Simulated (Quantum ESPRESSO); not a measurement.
## TaZrNbO6F2 (a curve over one atom's position)

Computed values, not a measurement. The program is pw.x of Quantum ESPRESSO 7.5 (plane-wave density functional theory). The cell is made up: 11 atoms on a fluorite lattice with one site empty, with randomly drawn elements, strain and displacements, not relaxed. PseudoDojo standard norm-conserving files (v0.5 for PBE, v0.4.1 for LDA and PBEsol) set the functional; there is no spin polarisation, spin-orbit coupling or dispersion term, and the masses in the input are unused placeholders. A spin-polarised start on this cell or one of its family kept no moment above 0.05 Bohr magneton at the same smearing; a narrower smearing was not tried.

Seven runs move atom 11 (O, counted in the order of the input) along z and keep all else fixed.

Input of the run at +0.0095:

```
&control calculation='scf', pseudo_dir='./dojo.nc.sr.pbe.v0_5.standard.upf', outdir='./o', disk_io='low', tprnfor=.true., tstress=.true. /
&system ibrav=0, nat=11, ntyp=5, nbnd=50, ecutwfc=84.00895049, nosym=.true., tot_charge=0,
 occupations='smearing', smearing='fd', degauss=0.0018374661
/
&electrons conv_thr=7.350e-09, electron_maxstep=60, /
ATOMIC_SPECIES
F 1.0 F.upf
Nb 1.0 Nb.upf
O 1.0 O.upf
Ta 1.0 Ta.upf
Zr 1.0 Zr.upf
CELL_PARAMETERS angstrom
4.9285 0.0065 0.0308
0.0065 4.84 -0.0057
0.0308 -0.0057 4.8104
ATOMIC_POSITIONS angstrom
Ta 0.0014 -0.0592 -0.016
Zr 2.4543 0.0539 2.4092
Nb 2.4249 2.4231 0.0041
O 1.2123 1.2402 1.2003
O 1.1965 1.2196 3.6585
F 1.2566 3.6123 1.2346
O 1.2553 3.6472 3.6127
O 3.7189 1.178 1.2444
F 3.7289 1.1637 3.5877
O 3.6668 3.66 1.2049
O 3.7793 3.6927 3.6665
K_POINTS automatic
5 5 5 1 1 1
```

| shift of atom 11 along z (Å) | free energy less that of the input shown (eV) | Fx on atom 11 (eV/Å) | Fy on atom 11 (eV/Å) | Fz on atom 11 (eV/Å) | pressure (GPa) | next band up at Gamma (eV) | iterations |
| --- | --- | --- | --- | --- | --- | --- | --- |
| -0.1367 | 0.2395 | -0.337 | -0.349 | 2.601 | 13.03 | 0.585 | 17 |
| -0.1163 | 0.1891 | -0.409 | -0.340 | 2.346 | 13.10 | 0.586 | 18 |
| -0.1032 | 0.1594 | -0.456 | -0.337 | 2.180 | 13.15 | 0.587 | 18 |
| -0.0798 | 0.1120 | -0.539 | -0.337 | 1.872 | 13.27 | 0.589 | 18 |
| +0.0095 | 0.0000 | -0.859 | -0.395 | 0.613 | 13.97 | 0.605 | 17 |
| +0.0833 | -0.0031 | -1.134 | -0.517 | -0.544 | 14.86 | 0.623 | 18 |

Question: one run is left out of the table, at -0.0422. Estimate its Fz on atom 11 (eV/Å).

Answer: 1.358. The whole row:

```
shift of atom 11 along z (Å)  free energy less that of the input shown (eV)  Fx on atom 11 (eV/Å)  Fy on atom 11 (eV/Å)  Fz on atom 11 (eV/Å)  pressure (GPa)  next band up at Gamma (eV)  iterations
                     -0.0422                                         0.0512                -0.673                -0.349                 1.358           13.51                       0.595          17
```

A cubic fit gives dFz/dz = -14.76 eV/Å² at zero shift. Across the table the free energy follows the integral of the force to within 0.2 meV. A rerun of one of the cells at a cutoff of 1467 eV and k mesh 7 x 7 x 7 moved values by no more than 0.002 eV in energy, 0.05 GPa in stress and 0.004 eV/Å in force. The band column is the level of band 45 at Gamma less that of band 44, whose number is half the electron count, rounded up; it comes from a band step after each run.